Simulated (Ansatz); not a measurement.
# Data sheet: Sn (DFT)

Sn:
```xyz
1
Lattice="-1.6207 1.6207 2.6018 1.6207 -1.6207 2.6018 1.6207 1.6207 -2.6018" Properties=species:S:1:pos:R:3 pbc="T T T"
Sn     0.0000     0.0000     0.0000
```

Space group I4/mmm (No. 139), body-centred tetragonal; conventional cell a = 3.241 Å, b = 3.241 Å, c = 5.204 Å, α = 90.00°, β = 90.00°, γ = 90.00°.

Method: r²SCAN in the plane-wave PAW code Ansatz. Geometry: relaxed at this level of theory. Other levels are named where they apply.

**Cell and energy**

- Volume per atom: 27.34 Å³
- Density: 7.21 g/cm³

**Electronic structure**

* **Electronic character**: metallic (no gap)
* **Density of states at the Fermi level**: 0.51 states/eV per atom (mean over ±0.08 eV)
* **Gap with spin–orbit coupling**: none (metallic)

**Mechanics**

* **Bulk modulus (Birch–Murnaghan fit)**: 51.1 GPa
* **Pressure derivative B′**: 4.7
* **Elastic constants (relaxed ions, GPa)**: C11 = 84.4, C12 = 25.3, C13 = 46.1, C33 = 58.6, C44 = 7.0, C66 = -2.3
* **Mechanical stability**: unstable (C has a negative eigenvalue)

This is a known high-pressure phase of the composition, computed here at zero pressure and temperature. The cell was relaxed with r²SCAN under the symmetry of its start. As this level gives no gap, shear constants depend on the k-mesh and smearing (Fermi–Dirac, 0.1 eV here). Axis ratios of metals converge slowly with the k-mesh, so a and c are less sure than the volume. Scalar-relativistic: spin–orbit coupling is off unless named, which matters more the heavier the elements.

Potentials: the later of the program's two PAW sets.
